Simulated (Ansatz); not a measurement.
## Relaxing SnSe2 in the CdI2 type

First guess:

```
CELL_PARAMETERS angstrom
3.76760 0.00000 0.00000
-1.88380 3.26284 0.00000
0.00000 0.00000 6.02816
ATOMIC_POSITIONS crystal
Sn 0.00000 0.00000 0.00000
Se 0.33333 0.66667 0.25000
Se 0.66667 0.33333 0.75000
```

The calculation used DFT, PBE, PAW with Ansatz's default frozen-core files, scalar-relativistic in Ansatz 0.2.0.

Cell and atoms relax within the symmetry of the start on a 11×11×6 k mesh with 0.05 eV Fermi–Dirac smearing.

The start is built from a prototype, known or not as a phase of this compound; the cutoff is 420 eV.

Spin–orbit coupling is left out, though it moves levels of the heavy atoms by tenths of an eV or more.

What is the pressure of the first guess?

8.88 GPa.

What does it relax to?

a = 3.872 Å, b = 3.872 Å, c = 6.994 Å, α = 90.00°, β = 90.00°, γ = 120.00° (conventional cell), 30.26 Å³ per atom:
```xyz
3
Lattice="3.8716 0.0000 0.0000 -1.9358 3.3529 0.0000 0.0000 0.0000 6.9936" Properties=species:S:1:pos:R:3 pbc="T T T"
Sn    0.0000    0.0000    0.0000
Se    0.0000    2.2353    1.5946
Se    1.9358    1.1176    5.3990
```

How much energy does the relaxation release?

84 meV/atom.
